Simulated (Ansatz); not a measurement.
Si3Bi4O12:
```
CELL_PARAMETERS angstrom
     -5.15532     5.15532     5.15532
      5.15532    -5.15532     5.15532
      5.15532     5.15532    -5.15532
ATOMIC_POSITIONS crystal
  Si 0.62500 0.37500 0.25000
  Si 0.87500 0.12500 0.75000
  Si 0.25000 0.62500 0.37500
  Si 0.75000 0.87500 0.12500
  Si 0.37500 0.25000 0.62500
  Si 0.12500 0.75000 0.87500
  Bi 0.50000 0.00000 0.33233
  Bi 0.00000 0.83233 0.50000
  Bi 0.16767 0.16767 0.16767
  Bi 0.83233 0.50000 0.00000
  Bi 0.00000 0.33233 0.50000
  Bi 0.50000 0.00000 0.83233
  Bi 0.33233 0.50000 0.00000
  Bi 0.66767 0.66767 0.66767
  O  0.34751 0.19179 0.42004
  O  0.80821 0.72825 0.15572
  O  0.27175 0.92747 0.07996
  O  0.07253 0.65249 0.34428
  O  0.15249 0.57253 0.84428
  O  0.69179 0.84751 0.92004
  O  0.22825 0.30821 0.65572
  O  0.42747 0.77175 0.57996
  O  0.42004 0.34751 0.19179
  O  0.15572 0.80821 0.72825
  O  0.07996 0.27175 0.92747
  O  0.34428 0.07253 0.65249
  O  0.84428 0.15249 0.57253
  O  0.92004 0.69179 0.84751
  O  0.65572 0.22825 0.30821
  O  0.57996 0.42747 0.77175
  O  0.19179 0.42004 0.34751
  O  0.72825 0.15572 0.80821
  O  0.92747 0.07996 0.27175
  O  0.65249 0.34428 0.07253
  O  0.57253 0.84428 0.15249
  O  0.84751 0.92004 0.69179
  O  0.30821 0.65572 0.22825
  O  0.77175 0.57996 0.42747
```

DFT-r²SCAN in the program Ansatz with PAW potentials gives a gap of 4.57 eV without spin–orbit coupling, maximum at H, minimum on the Γ–H line, 54 % of the way from Γ.

Problem. What happens when spin–orbit coupling is switched on?

Solution. The gap falls by 0.61 eV, to 3.96 eV; maximum on the Γ–H line, 98 % of the way from Γ, minimum on the P–H line, 59 % of the way from P.

Space group I-43d. The workflow started from a Materials Project entry (that database holds measured and hypothetical structures alike); the Crystallography Open Database files this formula in space group No. 220, but the cells were not matched. Whether it is the stable phase at ambient conditions was not checked. The cell was relaxed with r²SCAN under the symmetry of its start; its stability against distortions is not shown here.

Potentials: the later of the program's two PAW sets.
